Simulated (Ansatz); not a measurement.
Consider the following.

AlN:
```
CELL_PARAMETERS angstrom
      3.27573     0.00000     0.00000
     -1.63787     2.83687     0.00000
      0.00000     0.00000     4.10178
ATOMIC_POSITIONS crystal
  Al 0.33333 0.66667 0.75000
  Al 0.66667 0.33333 0.25000
  N  0.33333 0.66667 0.25000
  N  0.66667 0.33333 0.75000
```

This is the LDA-relaxed structure.

**Question.** All from plane-wave PAW LDA (Ansatz code), unless another level is named. Give the highest zone-centre frequency (without LO–TO term).

**Answer.** 701 cm⁻¹.

**Question.** And the zero-point energy?

**Answer.** 94.3 meV/atom.

**Question.** And the Hill bulk and shear moduli?

**Answer.** 225 and 129 GPa.

**Question.** And the vibrational entropy at 300 K?

**Answer.** 10.6 J/(K·mol of atoms).

Space group P6_3/mmc. The first step of the workflow began from a Materials Project structure, measured or hypothetical; the Crystallography Open Database copy checked does not list it. It is not the phase usual at ambient conditions (space group No. 186, 216). The cell was relaxed with LDA under the symmetry of its start; phonons on a q-mesh show no instability.

Potentials: the later of the program's two PAW sets.
